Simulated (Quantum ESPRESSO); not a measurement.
## Ga2GePNO2 (input and log of a self-consistent run)

A calculation, not a measurement. The program is pw.x of Quantum ESPRESSO 7.5 (plane-wave density functional theory). The cell is made up: 7 atoms on a wurtzite lattice with one site empty, with randomly drawn elements, strain and displacements, not relaxed. PseudoDojo standard norm-conserving files (v0.5 for PBE, v0.4.1 for LDA and PBEsol) set the functional; there is no spin polarisation, spin-orbit coupling or dispersion term, and the masses in the input are unused placeholders.

Input:

```
&control calculation='scf', pseudo_dir='./dojo.nc.sr.pbe.v0_5.standard.upf', outdir='./o', disk_io='medium', tprnfor=.true., tstress=.true. /
&system ibrav=0, nat=7, ntyp=5, nbnd=37, ecutwfc=105.61755193, nosym=.true., tot_charge=0,
 occupations='smearing', smearing='fd', degauss=0.0018374661
/
&electrons conv_thr=7.350e-09, electron_maxstep=60, /
ATOMIC_SPECIES
Ga 1.0 Ga.upf
Ge 1.0 Ge.upf
N 1.0 N.upf
O 1.0 O.upf
P 1.0 P.upf
CELL_PARAMETERS angstrom
3.3378 0.0 0.0
0.0 5.7812 0.0
0.0 0.0 5.4506
ATOMIC_POSITIONS angstrom
Ga -0.227 0.0187 0.0718
Ga 1.684 1.0456 2.7815
Ge -0.118 3.6213 2.7691
P -0.0375 -0.1565 1.9168
N 1.7565 2.9068 2.1822
O 1.8255 0.9782 4.6491
O -0.1993 3.711 4.7579
K_POINTS automatic
7 6 6 1 1 1
```

The log is shortened where brackets say so; the opening notice, blank lines, dates and the lines on written files are dropped, and the path of the files is cut. It prints rydbergs, bohrs and kilobars, and counts compression as positive stress. With no partly filled state, the Fermi energy that it prints is only some level between the filled and the empty states on the mesh, and need not lie in the true gap.

```
     Program PWSCF v.7.5
     Parallel version (MPI & OpenMP), running on       1 processor cores
     Number of MPI processes:                 1
     Threads/MPI process:                     1
     [start-up lines left out]
     bravais-lattice index     =            0
     lattice parameter (alat)  =       6.3075  a.u.
     unit-cell volume          =     709.7726 (a.u.)^3
     number of atoms/cell      =            7
     number of atomic types    =            5
     number of electrons       =        62.00
     number of Kohn-Sham states=           37
     kinetic-energy cutoff     =     105.6176  Ry
     charge density cutoff     =     422.4702  Ry
     scf convergence threshold =      7.3E-09
     mixing beta               =       0.7000
     number of iterations used =            8  plain     mixing
     Exchange-correlation= PBE
                           (   1   4   3   4   0   0   0)
     [axes and pseudopotential details left out]
   Cartesian axes
     site n.     atom                  positions (alat units)
         1        Ga     tau(   1) = (  -0.0680089   0.0056025   0.0215112  )
         2        Ga     tau(   2) = (   0.5045239   0.3132602   0.8333333  )
         3        Ge     tau(   3) = (  -0.0353526   1.0849362   0.8296183  )
         4        P      tau(   4) = (  -0.0112349  -0.0468872   0.5742705  )
         5        N      tau(   5) = (   0.5262448   0.8708730   0.6537839  )
         6        O      tau(   6) = (   0.5469171   0.2930673   1.3928636  )
         7        O      tau(   7) = (  -0.0597100   1.1118102   1.4254599  )
     number of k points=   126  Fermi-Dirac smearing, width (Ry)=  0.0018
     Number of k-points >= 100: set verbosity='high' to print them.
     Dense  grid:   104233 G-vectors     FFT dimensions: (  45,  72,  72)
     Estimated max dynamical RAM per process >     138.41 MB
     Initial potential from superposition of free atoms
     starting charge      61.9937, renormalised to      62.0000
     Starting wfcs are   43 randomized atomic wfcs
     total cpu time spent up to now is       42.3 secs
     per-process dynamical memory:   106.1 Mb
     Self-consistent Calculation
     iteration #  1     ecut=   105.62 Ry     beta= 0.70
     Davidson diagonalization with overlap
     ethr =  1.00E-02,  avg # of iterations =  3.7
     total cpu time spent up to now is      137.1 secs
     total energy              =    -584.11250713 Ry
     estimated scf accuracy    <       1.79579468 Ry
     iteration #  2     ecut=   105.62 Ry     beta= 0.70
     Davidson diagonalization with overlap
     ethr =  2.90E-03,  avg # of iterations =  4.5
     total cpu time spent up to now is      235.3 secs
     total energy              =    -583.08766505 Ry
     estimated scf accuracy    <      10.16282715 Ry
     iteration #  3     ecut=   105.62 Ry     beta= 0.70
     Davidson diagonalization with overlap
     ethr =  2.90E-03,  avg # of iterations =  3.3
     total cpu time spent up to now is      320.5 secs
     total energy              =    -584.91382039 Ry
     estimated scf accuracy    <       1.16501827 Ry
     iteration #  4     ecut=   105.62 Ry     beta= 0.70
     Davidson diagonalization with overlap
     ethr =  1.88E-03,  avg # of iterations =  2.0
     total cpu time spent up to now is      413.9 secs
     total energy              =    -585.03456216 Ry
     estimated scf accuracy    <       0.15426283 Ry
     iteration #  5     ecut=   105.62 Ry     beta= 0.70
     Davidson diagonalization with overlap
     ethr =  2.49E-04,  avg # of iterations =  2.1
     total cpu time spent up to now is      529.6 secs
     total energy              =    -585.02441104 Ry
     estimated scf accuracy    <       0.06919331 Ry
     [iterations 6 to 8 left out]
     iteration #  9     ecut=   105.62 Ry     beta= 0.70
     Davidson diagonalization with overlap
     ethr =  2.91E-07,  avg # of iterations =  2.0
     total cpu time spent up to now is     1026.5 secs
     total energy              =    -585.02962541 Ry
     estimated scf accuracy    <       0.00001252 Ry
     iteration # 10     ecut=   105.62 Ry     beta= 0.70
     Davidson diagonalization with overlap
     ethr =  2.02E-08,  avg # of iterations =  2.0
     total cpu time spent up to now is     1163.2 secs
     total energy              =    -585.02962741 Ry
     estimated scf accuracy    <       0.00000239 Ry
     iteration # 11     ecut=   105.62 Ry     beta= 0.70
     Davidson diagonalization with overlap
     ethr =  3.85E-09,  avg # of iterations =  2.0
     total cpu time spent up to now is     1289.1 secs
     total energy              =    -585.02962790 Ry
     estimated scf accuracy    <       0.00000012 Ry
     iteration # 12     ecut=   105.62 Ry     beta= 0.70
     Davidson diagonalization with overlap
     ethr =  1.94E-10,  avg # of iterations =  3.8
     total cpu time spent up to now is     1403.8 secs
     total energy              =    -585.02962793 Ry
     estimated scf accuracy    <          7.9E-09 Ry
     iteration # 13     ecut=   105.62 Ry     beta= 0.70
     Davidson diagonalization with overlap
     ethr =  1.28E-11,  avg # of iterations =  3.0
     total cpu time spent up to now is     1550.4 secs
     End of self-consistent calculation
     Number of k-points >= 100: set verbosity='high' to print the bands.
     the Fermi energy is     8.1381 ev
!    total energy              =    -585.02962794 Ry
     estimated scf accuracy    <          2.2E-09 Ry
     smearing contrib. (-TS)   =      -0.00000000 Ry
     internal energy E=F+TS    =    -585.02962794 Ry
     The total energy is F=E-TS. E is the sum of the following terms:
     one-electron contribution =    -281.78522319 Ry
     hartree contribution      =     186.77945920 Ry
     xc contribution           =    -154.50428037 Ry
     ewald contribution        =    -335.51958357 Ry
     convergence has been achieved in  13 iterations
     Forces acting on atoms (cartesian axes, Ry/au):
     atom    1 type  1   force =    -0.01406216   -0.04409533   -0.45273175
     atom    2 type  1   force =    -0.01849504    0.06993469    0.03194277
     atom    3 type  2   force =     0.11756039   -0.01657188    0.17476806
     atom    4 type  5   force =     0.07561813    0.00860529    0.33490787
     atom    5 type  3   force =    -0.13977956   -0.08321298   -0.01356417
     atom    6 type  4   force =    -0.03605164   -0.03429573    0.01308864
     atom    7 type  4   force =     0.01520989    0.09963592   -0.08841141
     Total force =     0.650557     Total SCF correction =     0.000213
     Computing stress (Cartesian axis) and pressure
          total   stress  (Ry/bohr**3)                   (kbar)     P=      117.10
   0.00053421   0.00007286   0.00042440           78.59       10.72       62.43
   0.00007286   0.00024969  -0.00028089           10.72       36.73      -41.32
   0.00042440  -0.00028089   0.00160423           62.43      -41.32      235.99
     init_run     :     41.57s CPU     42.09s WALL (       1 calls)
     electrons    :   1456.47s CPU   1508.07s WALL (       1 calls)
     forces       :     19.99s CPU     20.23s WALL (       1 calls)
     stress       :     75.66s CPU     76.01s WALL (       1 calls)
     [timing details left out]
     PWSCF        :  26m34.54s CPU  27m28.09s WALL
     JOB DONE.
```

In other units: free energy -7959.734 eV for the cell, pressure 11.71 GPa, largest force component 11.640 eV/Å. This run is the check on a run of the same cell at 1143 eV and a 5 x 4 x 4 mesh: rerunning at 1437 eV and a 7 x 6 x 6 mesh moved values by no more than 0.012 eV in energy, 0.21 GPa in stress and 0.012 eV/Å in force.